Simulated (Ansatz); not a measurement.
AlGaAs$_{2}$:
```
CELL_PARAMETERS angstrom
      4.01422     0.00000     0.00000
      0.00000     4.01422     0.00000
      0.00000     0.00000     5.66620
ATOMIC_POSITIONS crystal
  Ga 0.00000 0.00000 0.00000
  As 0.50000 0.00000 0.25065
  Al 0.50000 0.50000 0.50000
  As 0.00000 0.50000 0.74935
```

r²SCAN (plane waves, PAW; program Ansatz) gives a gap of 1.47 eV without spin–orbit coupling, maximum at Γ, minimum at R.

What happens when spin–orbit coupling is switched on?

The gap decreases by 0.10 eV, to 1.37 eV; maximum at Γ, minimum at R.

Give the hole effective mass with spin–orbit coupling.

0.15, 0.17, 0.40 mₑ (principal values).

Space group P-4m2. The start of the workflow was typed in or built on a structure type; neither database checked (COD, Materials Project) lists it. Whether it is the stable phase at ambient conditions was not checked. The r²SCAN relaxation kept the symmetry of its start; its stability against distortions is not shown here.

Potentials: the later of the program's two PAW sets.
